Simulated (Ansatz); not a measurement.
**A run on PtSe2**

```yaml
crystal:
  lattice:
    - [3.724, 0.0, 0.0]
    - [-1.862, 3.2250786037, 0.0]
    - [0.0, 0.0, 5.062]
  atoms:
    - { symbol: Pt, position: [0.0, 0.0, 0.0] }
    - { symbol: Se, position: [0.3333333333, 0.6666666667, 0.25] }
    - { symbol: Se, position: [0.6666666667, 0.3333333333, 0.75] }
kpoints:
  mp_grid: { grid: [10, 10, 7] }
scf:
  max_iter: 80
hamiltonian:
  xc: pbe
  pseudopotentials: { kind: paw }
output:
  forces: true
  stress: true
  populations: true
  efg: { contact_densities: true }
```

```sh
ansatz run input.yaml --threads 1 --pin off --max-ram 3072MiB --backend cpu --events-out ev --progress --plain --runs-dir out
```

Q: What happens when this input is run?

A: The program refused the input. The input holds no occupation method. The program says:

```
Error: YAML parse error: `scf.occupations.method` is required: fixed only where the cell keeps a band gap throughout the run, explicit beside scf.occupations.values (under evaluate: without them), else a smearing such as fermi_dirac (scf.occupations.width is optional; its entry in the input reference gives the default)
```

Against a sound input the change was `scf.occupations`: {method: fermi_dirac, width: 0.05} → not typed; `scf.max_iter`: not typed → 80.

With the sound settings the run converges and gives V_zz (10²¹ V/m²) Pt 8.85 (η 0.00), Se -5.28 (η 0.00). At this cell the PBE pressure is 7 GPa, so with PBE the cell would grow if it were relaxed. The largest force is 0.6 eV/Å, so the atoms aren't at the calculated equilibrium and relaxing them would move these values. With no gap above 0.1 eV, as in a metal, the gradients converge slowly in k; expect changes of a tenth or more on a denser mesh. Spin–orbit coupling is left out, which shifts gradients on Pt by a few per cent in wide-gap crystals, and can shift them far more where the calculated gap is small or absent, as here.
